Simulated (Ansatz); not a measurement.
SiC (6H type, space group P6_3mc)

```yaml
crystal:
  lattice:
    - [3.07892, 0.00000, 0.00000]
    - [-1.53946, 2.66643, 0.00000]
    - [0.00000, 0.00000, 15.10690]
  atoms:
    - { symbol: Si, position: [0.00000, 0.00000, 0.99982] }
    - { symbol: Si, position: [0.00000, 0.00000, 0.49982] }
    - { symbol: Si, position: [0.66667, 0.33333, 0.83310] }
    - { symbol: Si, position: [0.33333, 0.66667, 0.33310] }
    - { symbol: Si, position: [0.66667, 0.33333, 0.16660] }
    - { symbol: Si, position: [0.33333, 0.66667, 0.66660] }
    - { symbol: C, position: [0.00000, 0.00000, 0.87447] }
    - { symbol: C, position: [0.00000, 0.00000, 0.37447] }
    - { symbol: C, position: [0.66667, 0.33333, 0.70810] }
    - { symbol: C, position: [0.33333, 0.66667, 0.20810] }
    - { symbol: C, position: [0.66667, 0.33333, 0.04161] }
    - { symbol: C, position: [0.33333, 0.66667, 0.54161] }
```

The volume is varied about the relaxed value V₀ at fixed cell shape. The atoms relax within the cell's symmetry.

All values below come from PBEsol (plane waves to 420 eV, PAW, scalar-relativistic; Ansatz, a quantum-chemistry and plane-wave program). k mesh 10×10×2 (Γ-centred), Fermi-Dirac smearing 0.05 eV. Energies are smeared free energies. Compression counts positive. With the shape held, the modulus is that of even scaling; a crystal free to change shape is softer. SiC was relaxed with its symmetry unable to fall. The zero of ΔE is the relaxed starting cell.

| V (Å³/atom) | ΔE (meV/atom) |
|---|---|
| 9.715 | 28.5 |
| 9.839 | 17.8 |
| 9.963 | 9.8 |
| 10.087 | withheld |
| 10.211 | 1.1 |
| 10.335 | 0.0 |
| 10.459 | 1.0 |
| 10.583 | 4.0 |
| 10.707 | 8.8 |
| 10.831 | 15.3 |
| 10.955 | 23.5 |

Question: Fit a third-order Birch-Murnaghan form (E₀, V₀, B₀, B₀′ free) to the given rows and predict ΔE at V = 10.087.

Answer: Least squares on the 10 given rows: ΔE = E₀ + (9V₀B₀/16)·y²·[2 + (B₀′ − 4)y], y = (V₀/V)^(2/3) − 1, with V₀ = 10.334 Å³/atom, B₀ = 222.1 GPa (160.2 GPa = 1 eV/Å³; the term in eV is multiplied by 1000), B₀′ = 3.94, E₀ = 0.00 meV/atom; root-mean-square residual 0.03 meV/atom. At 10.087 the fit gives 4.3 meV/atom; the calculation gives 4.3 meV/atom, the same to the digits shown. For the pressure the fit gives 5.6 GPa against the computed 5.6 GPa.

(A scan under strain: stresses follow from slopes of the energy per volume, elastic moduli from its curvatures.)
